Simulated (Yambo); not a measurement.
```
CdClOH
1.0
    3.82827     0.00000     0.00000
   -1.91413     3.31538     0.00000
    0.00000     0.00000    16.50000
H O Cl Cd
1 1 1 1
Direct
  0.00000   0.00000   0.10095
  0.00000   0.00000   0.04218
  0.33333   0.66667   0.89905
  0.66667   0.33333   0.98411
```

The PBEsol cell relaxed from Materials Project entry mp-644222 was given a biaxial strain of +5 % in the plane, and the atoms were relaxed again, with the Coulomb interaction truncated along z.

Task: Where are the main features of Im α from RPA with local fields on PBEsol bands (Yambo; 18×18×1 mesh, 53 bands, 2 Ry local-field block, 0.2 eV broadening; field along x)?

Result: Peaks at 3.9 eV (0.9), 7.5 eV (1.7), 9.9 eV (0.9), 11.8 eV (0.9), 14.1 eV (0.6), heights in brackets (Å). α is the in-plane polarisability per area of the layer, a length; absorbance is 4πω Im α/c. Structure narrower than a few tenths of an eV can come from the finite k mesh. Convergence of the RPA response with its 18×18×1 mesh was not tested. No excitonic effects at this level. 

Spin-orbit coupling is not included.

This is a model layer cut from the bulk structure; whether it is stable on its own was not checked.
